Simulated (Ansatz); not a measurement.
# RbAlH4 — Al-27 NMR of the central transition

Cell: a computed structure from the Materials Project (it need not be an observed phase).

Space group Pnma (No. 62); a = 9.3424, b = 5.8107, c = 7.5619 Å.

| site | Wyckoff | site symmetry | x | y | z |
| --- | --- | --- | --- | --- | --- |
| Rb | 4c | .m. | 0.1813 | 0.2500 | 0.6597 |
| Al | 4c | .m. | 0.0618 | 0.2500 | 0.1864 |
| H9 | 8d | 1 | 0.0801 | 0.0240 | 0.3117 |
| H17 | 4c | .m. | 0.1888 | 0.2500 | 0.0400 |
| H21 | 4c | .m. | 0.4026 | 0.2500 | 0.3993 |

One atom of each set is listed.

Method: Kohn–Sham DFT in Ansatz, PBE, plane waves and PAW, scalar-relativistic, 420 eV cutoff, Γ-centred 3×5×4 k-points, Fermi–Dirac smearing 0.02 eV.

Al-27 has I = 5/2 and Q = 146.6 mb (Pyykkö 2018); at 23.5 T its Larmor frequency is ν₀ = 260.9 MHz. Only the quadrupole interaction is simulated: positions count from each site's isotropic chemical shift, and J coupling is left out, as are shift anisotropy and dipolar coupling, which fast spinning averages.

Q: What does the Al-27 spectrum (fast magic-angle spinning) show for each site?

A: 

```
site         first shell  C_Q (MHz)     η  P_Q (MHz)  δ_QIS (ppm)  breadth (kHz)
  Al  4 H at 1.62–1.63 Å      -1.95  0.19       1.96       -0.340          0.200
```

δ_QIS = −(ν_Q²/30ν₀²)[I(I+1) − 3/4](1 + η²/3) × 10⁶ ppm with ν_Q = 3|C_Q|/[2I(2I−1)]; it falls as 1/B₀² in ppm, and the breadth as 1/B₀ in kHz.
